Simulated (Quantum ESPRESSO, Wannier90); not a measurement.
## Si (diamond): Wannier90 run

```
begin unit_cell_cart
ang
    0.0000000000    2.7218500000    2.7218500000
    2.7218500000    0.0000000000    2.7218500000
    2.7218500000    2.7218500000    0.0000000000
end unit_cell_cart
begin atoms_frac
Si  -0.2500000000 -0.2500000000 -0.2500000000
Si   0.5000000000  0.5000000000  0.5000000000
end atoms_frac
```

Structure: Materials Project mp-149, symmetrised, not relaxed again. This is the element's usual structure. Level: PBEsol, no spin polarisation, no spin-orbit coupling; pw.x of Quantum ESPRESSO at 29 Ry with PseudoDojo potentials, 10×10×10 k-points, Wannier90. Density: 10×10×10 mesh, cold smearing 0.01 Ry.

Bands 1-4 form an isolated set from -11.94 to 0.00 eV relative to the valence-band maximum (on the path) and are turned into 4 Wannier functions by minimising the spread from the start: s functions at the bond centres.

Where do the functions sit, how wide are they and what are they made of?


| functions | spread (Å²) | nearest atom, distance (Å) | second atom, distance (Å) | weight on atomic waves |
|---|---|---|---|---|
| 4 | 2.16 | Si 1.18 | Si 1.18 | Si 3p 70 %, Si 3s 29 % |

Ω_I = 8.15 Å², Ω_total = 8.63 Å²; the interpolated bands follow pw.x to 5.4 meV rms on the path. It is the lowest total spread that any start reached here.
